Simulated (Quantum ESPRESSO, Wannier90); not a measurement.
# Wannierisation of MgH2 (rutile)

```xyz
6
Lattice="4.4767 0.0000 0.0000 0.0000 4.4767 0.0000 0.0000 0.0000 2.9925" Properties=species:S:1:pos:R:3 pbc="T T T"
Mg     2.2383     2.2383     1.4963
Mg     0.0000     0.0000     0.0000
H     -1.3628    -1.3628     0.0000
H      1.3628     1.3628     0.0000
H     -0.8755     0.8755     1.4963
H      0.8755    -0.8755     1.4963
```

Structure: Materials Project mp-23710, symmetrised, not relaxed again. COD (Crystallography Open Database) has an entry of this formula and space group (matched by these alone). Computed values, not measurements, from LDA: Quantum ESPRESSO (norm-conserving PseudoDojo potentials, cutoff 68 Ry, no spin polarisation, no spin-orbit coupling) on a Γ-centred 8×8×10 mesh, then Wannier90. Density: 8×8×10 mesh, cold smearing 0.01 Ry.

Bands 9-12 form an isolated set from -6.73 to 0.00 eV relative to the valence-band maximum (on the path) and are turned into 4 Wannier functions by minimising the spread from the start: atomic waves H 1s.

Where do the functions sit, how wide are they and what are they made of?


| functions | spread (Å²) | nearest atom, distance (Å) | second atom, distance (Å) | weight on atomic waves |
|---|---|---|---|---|
| 4 | 1.42 | H 0.02 | Mg 1.93 | H 1s 82 %, Mg 3s 14 % |

Ω_I = 5.65 Å², Ω_total = 5.69 Å²; the interpolated bands follow pw.x to 0.2 meV rms on the path. It is the lowest total spread that any start reached here.
